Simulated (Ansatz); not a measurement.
Sr:
```yaml
crystal:
  lattice:
    - [4.09847, 0.00000, 0.00000]
    - [-2.04923, 3.54938, 0.00000]
    - [0.00000, 0.00000, 6.71229]
  atoms:
    - { symbol: Sr, position: [0.33333, 0.66667, 0.25000] }
    - { symbol: Sr, position: [0.66667, 0.33333, 0.75000] }
```

Relaxed with LDA. Special points in fractions of this cell's reciprocal vectors: Γ (0.000, 0.000, 0.000); M (0.500, 0.000, 0.000); K (0.333, 0.333, 0.000); A (0.000, 0.000, 0.500); L (0.500, 0.000, 0.500); H (0.333, 0.333, 0.500).

List the band energies nearest the Fermi level at these points for plane-wave PAW LDA (Ansatz code).

In eV from the Fermi level; about four levels below and three above (degenerate sets whole), none deeper than 8.9 eV; points with the same levels are listed once.

```
k              below                          above
-  -----------------  -----------------------------
Γ        -3.86 -1.26            0.27 2.32 2.34 2.34
M  -1.17 -0.51 -0.05                 0.21 1.41 2.03
K  -0.21 -0.21 -0.05                 0.22 1.38 1.38
A        -2.81 -2.81  1.27 1.27 2.34 2.34 2.34 2.34
L        -0.93 -0.93            0.38 0.38 1.35 1.35
H                  –            0.13 0.13 0.20 0.20
```

Space group P6_3/mmc (hcp (Mg type)). The first step of the workflow began from a Materials Project structure, measured or hypothetical; the Crystallography Open Database files this formula in space group No. 194, but the cells were not matched. It is not the phase usual at ambient conditions (space group No. 225). Symmetry was held in the LDA relaxation; its stability against distortions is not shown here. Spin–orbit coupling is left out wherever it is not named.

Potentials: the later of the program's two PAW sets.
